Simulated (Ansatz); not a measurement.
Crystals of one structure type (wurtzite) and one family of elements, relaxed and computed with plane-wave PAW HSE06 (Ansatz code).

| crystal | V (Å³/atom) | gap (eV) |
|---|---|---|
| AlN | 10.37 | 5.62 |
| BiB | 20.19 | 0.65 |
| GaAs | 22.94 | 1.29 |
| InAs | 28.48 | 0.40 |
| GaSb | 28.91 | ? |
| InSb | 35.09 | 0.31 |

Question: Fit a straight line to E_g against V and predict the withheld value.

Answer: Least squares on the 5 shown rows: E_g = -0.205 × V + (6.454), with a scatter of 1.08. For GaSb this gives 0.53. The run itself gave 0.70, a miss of 0.17.

Constructed cells (a structure type filled with these elements, in neither database checked): BiB, wurtzite; InSb, wurtzite. Built on a structure type that need not be the filed one of that space group: GaAs, wurtzite; InAs, wurtzite; GaSb, wurtzite. Not the usual ambient phase: GaAs, wurtzite; InAs, wurtzite; GaSb, wurtzite; InSb, wurtzite. All cells were relaxed under the symmetry of their starts (and spin orders); stability against distortions was not tested throughout. Scalar-relativistic: spin–orbit coupling is off unless named, which matters more the heavier the elements.

Potentials: the later of the program's two PAW sets.
